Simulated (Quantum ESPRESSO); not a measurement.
# Zr6MoIr: one composition in several site orders

Computed values, not a measurement. The program is pw.x of Quantum ESPRESSO 7.5 (plane-wave density functional theory). The cell is made up: eight metal atoms on a face-centred cubic lattice, with elements, volume, strain and displacements drawn at random and not relaxed, so it may be unstable or far from any real phase. PseudoDojo standard norm-conserving files set the functional (PBE unless stated); there is no spin polarisation or spin-orbit coupling, the Fermi-Dirac width of 0.25 eV means electrons at about 2900 K, and the masses in the input are unused placeholders. Heavy elements are run without spin-orbit coupling, which real alloys of them have. A spin test at this wide smearing found no moment, but such smearing suppresses magnetism that the real alloy may have.

The runs put one composition on the sites in different orders. Cell, positions, cutoff, mesh and smearing stay as in the input of run 1; sites are counted in its order. Stress in the tables is positive in tension.

Input of run 1:

```
&control calculation='scf', pseudo_dir='./dojo.nc.sr.pbe.v0_5.standard.upf', outdir='./o', disk_io='minimal', tprnfor=.true., tstress=.true. /
&system ibrav=0, nat=8, ntyp=3, nbnd=70, ecutwfc=79.96652505, nosym=.true., tot_charge=0,
 occupations='smearing', smearing='fd', degauss=0.0183746611
/
&electrons conv_thr=1.470e-08, electron_maxstep=70, mixing_beta=0.5 /
ATOMIC_SPECIES
Ir 1.0 Ir.upf
Mo 1.0 Mo.upf
Zr 1.0 Zr.upf
CELL_PARAMETERS angstrom
0.0 -2.2452 -2.2452
-4.4903 2.2452 -2.2452
6.7355 6.7355 -4.4903
ATOMIC_POSITIONS angstrom
Zr -0.0418 -0.0182 -0.0523
Zr -0.0135 2.1597 -2.1259
Zr 0.0444 4.4157 -4.5052
Zr 4.3946 4.4321 -4.4591
Zr -2.2199 0.016 -2.2793
Mo -2.1791 2.3118 -4.4021
Zr 2.2081 2.3902 -4.4184
Ir 2.3001 4.4314 -6.6593
K_POINTS automatic
7 4 3 1 1 1
```

```
run  elements on sites 1 to 8  free energy less that of run 1 (eV)  -TS (eV)  pressure (GPa)  stress xx (GPa)  stress yy (GPa)  stress zz (GPa)  stress yz (GPa)  stress xz (GPa)  stress xy (GPa)  iterations
  1   Zr Zr Zr Zr Zr Mo Zr Ir                                0.000    -2.392           -7.88             8.74             6.81             8.09            -1.19             0.17            -0.06          24
  2   Zr Zr Zr Zr Zr Ir Mo Zr                                0.049    -2.418           -7.60             9.25             7.22             6.33            -0.83             0.01             0.02          25
  3   Zr Ir Zr Zr Mo Zr Zr Zr                                0.242    -2.357           -8.01             8.47             7.41             8.15            -1.12             0.48            -0.63          23
  4   Ir Zr Zr Zr Mo Zr Zr Zr                                0.840    -2.371           -7.49             7.04             7.25             8.18            -1.62            -1.77             1.60          22
```

Forces Fx Fy Fz (eV/Å):

| site | run 1 | run 2 | run 3 | run 4 |
| --- | --- | --- | --- | --- |
| 1 | 0.61 -0.26 0.33 | 0.73 0.00 0.01 | -0.01 0.28 -0.14 | -0.06 0.05 -0.08 |
| 2 | 0.50 0.66 -0.43 | 1.22 1.03 -0.93 | -0.29 -0.10 0.19 | -0.57 -0.33 0.75 |
| 3 | -0.14 0.60 -0.12 | -1.33 -0.59 0.86 | -0.34 0.46 0.28 | -0.42 0.64 0.16 |
| 4 | 0.35 0.48 -0.25 | 0.25 -0.36 0.44 | 0.83 0.38 0.06 | 1.80 1.04 -0.56 |
| 5 | -1.49 -0.45 0.34 | -0.57 0.06 -0.07 | 0.46 0.29 -0.37 | -0.12 -0.17 0.13 |
| 6 | 0.11 -0.13 0.07 | 0.07 -0.08 0.10 | -0.12 -0.55 0.24 | -0.95 -1.16 0.67 |
| 7 | 0.07 -0.86 0.09 | -0.02 -0.24 0.14 | -0.67 -1.52 0.88 | 0.07 -1.13 0.37 |
| 8 | -0.01 -0.04 -0.04 | -0.34 0.18 -0.54 | 0.14 0.78 -1.13 | 0.24 1.06 -1.44 |

The sites are displaced and not relaxed, so the energy differences mix bonding between neighbours with strain and are not ordering energies. A rerun of one cell of this series at a higher cutoff and on a denser mesh moved values by no more than 0.002 eV in energy, 0.04 GPa in stress and 0.006 eV/Å in force, and a second program with other atomic files agreed on that cell to 2 % rms in force and 0.5 GPa in pressure.